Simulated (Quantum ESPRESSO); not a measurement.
Space group Fm-3m (No. 225); a = 6.9389 Å, b = 6.9389 Å, c = 6.9389 Å, α = 90.00°, β = 90.00°, γ = 90.00°

```
atom  site  symmetry       x       y       z
----  ----  --------  ------  ------  ------
Te      4b      m-3m  0.5000  0.5000  0.5000
Ba      4a      m-3m  0.0000  0.0000  0.0000
```
(The calculation used a cell of 2 atoms; values per cell refer to that cell.)

Cell and atoms were relaxed with PBEsol from Materials Project entry mp-1000, within its symmetry.

Question: What does norm-conserving PBEsol (Quantum ESPRESSO, 80 Ry, with spin-orbit coupling) give for the electronic structure near the Fermi level?

Answer: The PBEsol gap is indirect, 1.18 eV, from Γ to X; the smallest direct gap is 1.53 eV.
